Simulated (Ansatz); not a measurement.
The start is a generated cell, CsSnI3 placed in the AFLOW prototype ABC3_hR10_167_a_b_e (as in LiNbO3). The cell and all atomic positions are relaxed at zero pressure with r2SCAN (plane waves to 500 eV, PAW, scalar-relativistic; Ansatz, a first-principles code). The first steps use a coarse 4×4×4 k-mesh.

Starting cell:
```yaml
crystal:
  lattice:
    - [4.28567, 2.47433, 7.48676]
    - [-4.28567, 2.47433, 7.48676]
    - [0.00000, -4.94866, 7.48676]
  atoms:
    - { symbol: Cs, position: [0.25000, 0.25000, 0.25000] }
    - { symbol: Cs, position: [0.75000, 0.75000, 0.75000] }
    - { symbol: Sn, position: [0.00000, 0.00000, 0.00000] }
    - { symbol: Sn, position: [0.50000, 0.50000, 0.50000] }
    - { symbol: I, position: [0.64243, 0.85757, 0.25000] }
    - { symbol: I, position: [0.25000, 0.64243, 0.85757] }
    - { symbol: I, position: [0.85757, 0.25000, 0.64243] }
    - { symbol: I, position: [0.35757, 0.14243, 0.75000] }
    - { symbol: I, position: [0.75000, 0.35757, 0.14243] }
    - { symbol: I, position: [0.14243, 0.75000, 0.35757] }
```

* **Outcome**: The space group stays R-3c (No. 167) (the run could not lower it); the end is AFLOW prototype ABC3_hR10_167_a_b_e (as in LiNbO3), with 10 atoms in the primitive cell
* **Energy released**: 0.12 eV/atom
* **Shortest distances (start → end)**: The closest pairs of elements (up to four, under 3.6 Å), start → end: I–Sn 3.24 → 3.13 Å; Cs–I 3.36 → 3.97 Å
* **Optimiser moves**: 5

Relaxed structure:

```cif
data_Cs6I18Sn6
_chemical_formula_sum 'Cs6 Sn6 I18'
_space_group_name_H-M_alt 'R-3c :H'
_space_group_IT_number 167
_space_group_name_Hall '-R 3 2"c'
_cell_length_a 8.84042
_cell_length_b 8.84042
_cell_length_c 21.15223
_cell_angle_alpha 90.000
_cell_angle_beta 90.000
_cell_angle_gamma 120.000
loop_
_atom_site_label
_atom_site_type_symbol
_atom_site_symmetry_multiplicity
_atom_site_Wyckoff_symbol
_atom_site_fract_x
_atom_site_fract_y
_atom_site_fract_z
_atom_site_occupancy
Cs1 Cs 6 a 0.00000 0.00000 0.25000 1
Sn1 Sn 6 b 0.00000 0.00000 0.00000 1
I1 I 18 e 0.55036 0.55036 0.25000 1
```
(The calculation used a cell of 10 atoms; values per cell refer to that cell.)

Final values are on a 5×5×5 k-mesh of the relaxed cell. No spin polarisation in the result.

The run could not lose the symmetry of its start, so the end can be a saddle point.

The relaxed structure here is a generated cell of CsSnI3: the first start was made by placing the elements on the sites of a structure type, and the end was not matched to a known phase here, so it may be hypothetical. Known forms of CsSnI3 include space group No. 62, 221.
